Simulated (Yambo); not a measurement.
# Optical response of RbCl at -0.7 % isotropic strain

```xyz
2
Lattice="3.8589 0.0000 0.0000 0.0000 3.8589 0.0000 0.0000 0.0000 3.8589" Properties=species:S:1:pos:R:3 pbc="T T T"
Cl     1.9294     1.9294     1.9294
Rb     0.0000     0.0000     0.0000
```

Yambo, RPA with local fields on PBEsol bands shifted by a G0W0 scissor of 2.92 eV; 10×10×10 mesh, 41 bands, 4 Ry local-field block, 0.2 eV broadening; field along x.

| E (eV) | Im ε | Re ε | Im ε, independent particles |
|---|---|---|---|
| 0.0 | 0.00 | 2.29 | 0.00 |
| 0.4 | 0.00 | 2.29 | 0.00 |
| 0.8 | 0.00 | 2.29 | 0.00 |
| 1.1 | 0.00 | 2.30 | 0.00 |
| 1.5 | 0.00 | 2.30 | 0.01 |
| 1.9 | 0.01 | 2.31 | 0.01 |
| 2.2 | 0.01 | 2.32 | 0.01 |
| 2.6 | 0.01 | 2.34 | 0.01 |
| 3.0 | 0.01 | 2.35 | 0.01 |
| 3.4 | 0.01 | 2.37 | 0.02 |
| 3.8 | 0.01 | 2.40 | 0.02 |
| 4.1 | 0.02 | 2.42 | 0.02 |
| 4.5 | 0.02 | 2.45 | 0.02 |
| 4.9 | 0.02 | 2.49 | 0.03 |
| 5.2 | 0.02 | 2.53 | 0.03 |
| 5.6 | 0.03 | 2.58 | 0.04 |
| 6.0 | 0.03 | 2.64 | 0.04 |
| 6.4 | 0.04 | 2.71 | 0.05 |
| 6.8 | 0.05 | 2.79 | 0.07 |
| 7.1 | 0.06 | 2.89 | 0.08 |
| 7.5 | 0.09 | 3.03 | 0.11 |
| 7.9 | 0.15 | 3.22 | 0.19 |
| 8.2 | 0.32 | 3.43 | 0.38 |
| 8.6 | 0.54 | 3.52 | 0.64 |
| 9.0 | 0.70 | 3.70 | 0.87 |
| 9.4 | 1.03 | 3.85 | 1.37 |
| 9.8 | 1.30 | 4.10 | 1.91 |
| 10.1 | 2.23 | 4.18 | 3.38 |
| 10.5 | 3.06 | 3.43 | 4.38 |
| 10.9 | 3.21 | 2.51 | 4.09 |
| 11.2 | 2.79 | 1.99 | 3.41 |
| 11.6 | 2.68 | 1.43 | 3.16 |
| 12.0 | 2.06 | 1.47 | 2.84 |
| 12.4 | 1.78 | 1.62 | 2.83 |
| 12.8 | 1.97 | 2.16 | 3.90 |
| 13.1 | 2.74 | 1.93 | 4.24 |
| 13.5 | 2.72 | 1.23 | 3.06 |
| 13.9 | 2.46 | 0.39 | 2.00 |
| 14.2 | 1.87 | 0.29 | 1.53 |
| 14.6 | 1.50 | 0.21 | 1.22 |
| 15.0 | 0.94 | 0.30 | 0.91 |
| 15.4 | 0.71 | 0.70 | 0.87 |
| 15.8 | 0.65 | 1.07 | 0.98 |
| 16.1 | 0.71 | 1.29 | 1.14 |
| 16.5 | 0.83 | 1.49 | 1.44 |
| 16.9 | 0.93 | 1.65 | 1.69 |
| 17.2 | 1.23 | 1.85 | 2.21 |
| 17.6 | 1.63 | 1.76 | 2.68 |
| 18.0 | 1.91 | 1.51 | 2.83 |
| 18.4 | 1.95 | 0.99 | 2.79 |
| 18.8 | 1.66 | 0.82 | 2.50 |
| 19.1 | 1.53 | 0.61 | 2.30 |
| 19.5 | 1.33 | 0.70 | 2.22 |
| 19.9 | 1.17 | 0.72 | 2.11 |

Structure narrower than a few tenths of an eV can come from the finite k mesh. Convergence of the RPA response with its 10×10×10 mesh was not tested. The scissor comes from a G0W0 run whose convergence isn't established. No excitonic effects at this level.

Geometry strained from the cell relaxed with PBEsol, atoms relaxed again.

This is not the ordinary phase of the substance.
